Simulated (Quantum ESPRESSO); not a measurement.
Ta6InIr (simulated cell), Ta6NbAl (simulated cell) (calculated)

Computed with Quantum ESPRESSO 7.5. Calculation on a made-up metal alloy cell, not a measurement: no spin or spin-orbit, unrelaxed, 2900 K smearing, stress positive in tension, cell energy less fitted offsets; periodic Kohn-Sham density functional theory in plane waves with PseudoDojo standard norm-conserving scalar-relativistic pseudopotentials, each functional with its own files (v0.5 for PBE, v0.4.1 for LDA and PBEsol), eight atoms on drawn sites of a strained close-packed or body-centred lattice, each displaced and held fixed; the energy is the cell's free energy, ions and the entropy term -TS included, at the stated Fermi-Dirac width, less a fixed offset for each atom's element (shifted free energy); compositions with an open d shell lost a parallel starting moment in a cheaper test run, and other magnetic orders were not tried; an error bar is the largest change of its kind in a tighter rerun, never given below 0.002 eV, 0.02 GPa or 0.003 eV/angstrom, and covers cutoff and k-mesh only, not smearing or the files.

Common to all runs: functional pbe; fermi dirac smearing 0.25 eV; electrons removed 0; run processor AMD EPYC, Zen 5, virtual cores; k mesh 8 x 5 x 3 shifted half a step off Gamma on each axis.

Notes on all entries: heavy elements are run without spin-orbit coupling, which real alloys of them have; a spin test at this wide smearing found no moment, but such smearing suppresses magnetism that the real alloy may have; lattice, volume and sites are drawn at random and may be unstable or far from any real phase; energies are for the whole cell, less offsets fitted to these runs, so they are not formation energies.

(1) Ta6InIr (simulated cell)

```
CELL_PARAMETERS angstrom
0.00000 2.10660 2.10660
-4.21320 2.10660 -2.10660
-4.21320 -6.31980 6.31980
ATOMIC_POSITIONS crystal
Ta 0.01481 0.98638 0.99969
Ir 0.96414 0.24652 0.74950
Ta 0.99703 0.50515 0.49929
Ta 0.00681 0.75310 0.25117
Ta 0.50123 0.99929 0.50479
In 0.49791 0.24929 0.24763
Ta 0.51313 0.51181 0.00010
Ta 0.50600 0.75245 0.75087
```

- lattice type: face-centred cubic
- cutoff: 952 eV
- run command: pw.x -nk 1 -in in
- entropy term negative ts: -1.64 eV
- pressure: -3.51 GPa
- stress xx: 3.51 GPa
- stress yy: 3.57 GPa
- stress zz: 3.45 GPa
- stress yz: 0.5 GPa
- stress xz: 0.18 GPa
- stress xy: 0.11 GPa
- shifted free energy: -0.813 eV

Atoms:
```csv
atoms element,atom site,atom energy offset (eV)
Ta,1,-1771.44
Ir,2,-3133.86
Ta,3,-1771.44
Ta,4,-1771.44
Ta,5,-1771.44
In,6,-1808.02
Ta,7,-1771.44
Ta,8,-1771.44
```

Forces:
```csv
site,x (eV/Å),y (eV/Å),z (eV/Å)
1,-0.828,0.4,-0.496
2,-0.1,0.145,0.184
3,0.267,-0.265,0.278
4,0.002,-0.185,0.128
5,-1.072,-0.163,0.027
6,-0.187,0.037,0.121
7,1.695,0.077,-0.148
8,0.224,-0.046,-0.093
```

Notes: error bars: energy 0.005 eV, stress 0.034 GPa, force 0.0034 eV/Å, from a tighter rerun of this cell; 17 SCF iterations, 1152 s of wall time on a shared machine.

(2) Ta6NbAl (simulated cell)

```
CELL_PARAMETERS angstrom
2.97200 -0.02600 -0.01100
-0.04510 5.16410 0.00770
-0.03490 0.01390 9.42190
ATOMIC_POSITIONS crystal
Nb 0.01058 0.00562 0.99723
Ta 0.00994 0.99599 0.50210
Ta 0.00260 0.32798 0.24750
Ta 0.99789 0.33332 0.75329
Ta 0.50989 0.49812 0.99224
Ta 0.50444 0.49242 0.50425
Ta 0.50461 0.84347 0.24798
Al 0.51203 0.83244 0.74831
```

- lattice type: hexagonal close-packed
- cutoff: 1116 eV
- run command: mpirun -np 4 pw.x -nk 4 -in in
- entropy term negative ts: -1.891 eV
- pressure: 4.27 GPa
- stress xx: -1.15 GPa
- stress yy: -0.22 GPa
- stress zz: -11.44 GPa
- stress yz: 0.53 GPa
- stress xz: 0.27 GPa
- stress xy: 0.74 GPa
- shifted free energy: -0.107 eV

Atoms:
```csv
atoms element,atom site,atom energy offset (eV)
Nb,1,-1694.67
Ta,2,-1771.44
Ta,3,-1771.44
Ta,4,-1771.44
Ta,5,-1771.44
Ta,6,-1771.44
Ta,7,-1771.44
Al,8,-63.26
```

Forces:
```csv
site,x (eV/Å),y (eV/Å),z (eV/Å)
1,0.273,-0.45,-0.977
2,0.136,-0.184,0.742
3,-0.152,0.705,0.134
4,-0.135,-0.033,-0.457
5,0.046,0.427,0.394
6,0.033,0.221,-0.072
7,-0.109,-0.677,0.17
8,-0.092,-0.01,0.066
```

Notes: error bars: energy 0.004 eV, stress 0.06 GPa, force 0.004 eV/Å, from a tighter rerun of a related cell, whose elements or sites may differ; 19 SCF iterations, 226 s of wall time on a shared machine.

(3) Ta6NbAl (simulated cell)

```
CELL_PARAMETERS angstrom
2.97200 -0.02600 -0.01100
-0.04510 5.16410 0.00770
-0.03490 0.01390 9.42190
ATOMIC_POSITIONS crystal
Ta 0.01058 0.00562 0.99723
Nb 0.00994 0.99599 0.50210
Ta 0.00260 0.32798 0.24750
Ta 0.99789 0.33332 0.75329
Ta 0.50989 0.49812 0.99224
Ta 0.50444 0.49242 0.50425
Ta 0.50461 0.84347 0.24798
Al 0.51203 0.83244 0.74831
```

- lattice type: hexagonal close-packed
- cutoff: 1116 eV
- run command: mpirun -np 4 pw.x -nk 4 -in in
- entropy term negative ts: -1.891 eV
- pressure: 4.33 GPa
- stress xx: -1.13 GPa
- stress yy: -0.28 GPa
- stress zz: -11.58 GPa
- stress yz: 0.54 GPa
- stress xz: 0.25 GPa
- stress xy: 0.76 GPa
- shifted free energy: -0.103 eV

Atoms:
```csv
atoms element,atom site,atom energy offset (eV)
Ta,1,-1771.44
Nb,2,-1694.67
Ta,3,-1771.44
Ta,4,-1771.44
Ta,5,-1771.44
Ta,6,-1771.44
Ta,7,-1771.44
Al,8,-63.26
```

Forces:
```csv
site,x (eV/Å),y (eV/Å),z (eV/Å)
1,0.258,-0.496,-0.926
2,0.146,-0.174,0.795
3,-0.158,0.718,0.218
4,-0.132,-0.013,-0.537
5,0.055,0.435,0.393
6,0.023,0.215,-0.072
7,-0.101,-0.68,0.051
8,-0.092,-0.005,0.08
```

Notes: error bars: energy 0.004 eV, stress 0.06 GPa, force 0.004 eV/Å, from a tighter rerun of this cell; 19 SCF iterations, 226 s of wall time on a shared machine.

(4) Ta6NbAl (simulated cell)

```
CELL_PARAMETERS angstrom
2.97200 -0.02600 -0.01100
-0.04510 5.16410 0.00770
-0.03490 0.01390 9.42190
ATOMIC_POSITIONS crystal
Ta 0.01058 0.00562 0.99723
Ta 0.00994 0.99599 0.50210
Nb 0.00260 0.32798 0.24750
Ta 0.99789 0.33332 0.75329
Ta 0.50989 0.49812 0.99224
Ta 0.50444 0.49242 0.50425
Ta 0.50461 0.84347 0.24798
Al 0.51203 0.83244 0.74831
```

* lattice type: hexagonal close-packed
* cutoff: 1116 eV
* run command: mpirun -np 4 pw.x -nk 4 -in in
* entropy term negative ts: -1.905 eV
* pressure: 4.23 GPa
* stress xx: -1.05 GPa
* stress yy: -0.23 GPa
* stress zz: -11.42 GPa
* stress yz: 0.58 GPa
* stress xz: 0.27 GPa
* stress xy: 0.78 GPa
* shifted free energy: -0.052 eV

Atoms:
```csv
atoms element,atom site,atom energy offset (eV)
Ta,1,-1771.44
Ta,2,-1771.44
Nb,3,-1694.67
Ta,4,-1771.44
Ta,5,-1771.44
Ta,6,-1771.44
Ta,7,-1771.44
Al,8,-63.26
```

Forces:
```csv
site,x (eV/Å),y (eV/Å),z (eV/Å)
1,0.253,-0.559,-0.875
2,0.14,-0.251,0.701
3,-0.173,0.623,0.167
4,-0.144,-0.011,-0.501
5,0.064,0.496,0.361
6,0.032,0.286,-0.045
7,-0.081,-0.588,0.115
8,-0.09,0.005,0.076
```

Notes: error bars: energy 0.004 eV, stress 0.06 GPa, force 0.004 eV/Å, from a tighter rerun of a related cell, whose elements or sites may differ; 18 SCF iterations, 214 s of wall time on a shared machine.

(5) Ta6NbAl (simulated cell)

```
CELL_PARAMETERS angstrom
2.97200 -0.02600 -0.01100
-0.04510 5.16410 0.00770
-0.03490 0.01390 9.42190
ATOMIC_POSITIONS crystal
Ta 0.01058 0.00562 0.99723
Ta 0.00994 0.99599 0.50210
Ta 0.00260 0.32798 0.24750
Ta 0.99789 0.33332 0.75329
Nb 0.50989 0.49812 0.99224
Ta 0.50444 0.49242 0.50425
Ta 0.50461 0.84347 0.24798
Al 0.51203 0.83244 0.74831
```

- lattice type: hexagonal close-packed
- cutoff: 1116 eV
- run command: mpirun -np 4 pw.x -nk 4 -in in
- entropy term negative ts: -1.894 eV
- pressure: 4.26 GPa
- stress xx: -1.21 GPa
- stress yy: -0.22 GPa
- stress zz: -11.35 GPa
- stress yz: 0.5 GPa
- stress xz: 0.26 GPa
- stress xy: 0.74 GPa
- shifted free energy: -0.063 eV

Atoms:
```csv
atoms element,atom site,atom energy offset (eV)
Ta,1,-1771.44
Ta,2,-1771.44
Ta,3,-1771.44
Ta,4,-1771.44
Nb,5,-1694.67
Ta,6,-1771.44
Ta,7,-1771.44
Al,8,-63.26
```

Forces:
```csv
site,x (eV/Å),y (eV/Å),z (eV/Å)
1,0.248,-0.519,-0.9
2,0.139,-0.173,0.748
3,-0.157,0.607,0.237
4,-0.136,-0.01,-0.512
5,0.061,0.431,0.32
6,0.033,0.201,-0.047
7,-0.098,-0.544,0.066
8,-0.091,0.007,0.088
```

Notes: error bars: energy 0.004 eV, stress 0.06 GPa, force 0.004 eV/Å, from a tighter rerun of a related cell, whose elements or sites may differ; 19 SCF iterations, 215 s of wall time on a shared machine.

(6) Ta6NbAl (simulated cell)

```
CELL_PARAMETERS angstrom
2.97200 -0.02600 -0.01100
-0.04510 5.16410 0.00770
-0.03490 0.01390 9.42190
ATOMIC_POSITIONS crystal
Ta 0.01058 0.00562 0.99723
Ta 0.00994 0.99599 0.50210
Ta 0.00260 0.32798 0.24750
Ta 0.99789 0.33332 0.75329
Ta 0.50989 0.49812 0.99224
Ta 0.50444 0.49242 0.50425
Nb 0.50461 0.84347 0.24798
Al 0.51203 0.83244 0.74831
```

* lattice type: hexagonal close-packed
* cutoff: 1116 eV
* run command: mpirun -np 4 pw.x -nk 4 -in in
* entropy term negative ts: -1.905 eV
* pressure: 4.3 GPa
* stress xx: -1.14 GPa
* stress yy: -0.16 GPa
* stress zz: -11.59 GPa
* stress yz: 0.53 GPa
* stress xz: 0.26 GPa
* stress xy: 0.77 GPa
* shifted free energy: -0.035 eV

Atoms:
```csv
atoms element,atom site,atom energy offset (eV)
Ta,1,-1771.44
Ta,2,-1771.44
Ta,3,-1771.44
Ta,4,-1771.44
Ta,5,-1771.44
Ta,6,-1771.44
Nb,7,-1694.67
Al,8,-63.26
```

Forces:
```csv
site,x (eV/Å),y (eV/Å),z (eV/Å)
1,0.263,-0.448,-0.964
2,0.137,-0.136,0.779
3,-0.159,0.684,0.186
4,-0.145,-0.025,-0.506
5,0.053,0.374,0.441
6,0.035,0.164,-0.118
7,-0.094,-0.61,0.108
8,-0.091,-0.002,0.074
```

Notes: error bars: energy 0.004 eV, stress 0.06 GPa, force 0.004 eV/Å, from a tighter rerun of a related cell, whose elements or sites may differ; 19 SCF iterations, 210 s of wall time on a shared machine.
